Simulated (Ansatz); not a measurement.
HfO2 (fluorite)

```
CELL_PARAMETERS angstrom
      0.00000     2.54906     2.54906
      2.54906     0.00000     2.54906
      2.54906     2.54906     0.00000
ATOMIC_POSITIONS crystal
  Hf 0.00000 0.00000 0.00000
  O  0.25000 0.25000 0.25000
  O  0.75000 0.75000 0.75000
```

The slice is a {100} plane (indices of the conventional cell) through the point (0.750, 0.750, 0.750) (fractional), spanned by u = [100] and v = [0 1 -1] in vectors of this cell: u (3.60 Å) and v (3.60 Å, at 90° to u). It covers one period; positions are fractions (u, v).

Computed with PBE (plane waves to 420 eV, PAW, scalar-relativistic; Ansatz, an electronic-structure program). k mesh 11×11×11. Inside the PAW spheres the values are not all-electron values, and peaks at nuclei hang on which shells count as valence. HfO2 is run without spin polarisation. HfO2 was relaxed with its symmetry unable to fall. Spin-orbit coupling is left out, though Hf is heavy. The PAW data are Ansatz's earlier set. This is a high-temperature form of HfO2.

Question: Sketch the density of the lowest conduction band (whole band as if filled, smooth part) on this plane as a map.

Answer: 
```
|1122332211112233668899886633221111223322|
|3333221100001122446666664422110000112233|
|2222110000000011223344332211000000001122|
|1111000000000000112222221100000000000011|
|1111000000000000001111110000000000000011|
|2222110000000000001111110000000000001122|
|4433221100000000112222221100000000112233|
|6666442211000011223333332211000011224466|
|9988663322111122332211223322111122336688|
|9999664422111122331100113322111122446699|
|9988663322111122332211223322111122336688|
|6666442211000011223333332211000011224466|
|4433221100000000112222221100000000112233|
|2222110000000000001111110000000000001122|
|1111000000000000001111110000000000000011|
|1111000000000000112222221100000000000011|
|2222110000000011223344332211000000001122|
|3333221100001122446666664422110000112233|
|1122332211112233668899886633221111223322|
|0011332211112244669999996644221111223311|
```
Scale: ten equal steps from 0.006 (start of '0') to 0.139 (end of '9'), in the order '0123456789'. Values: density of the lowest conduction band (whole band as if filled, smooth part) in e/Å³. The map has 20 points along u (two characters each, u = 0 at the left) and 20 along v (v = 0 in the bottom row).
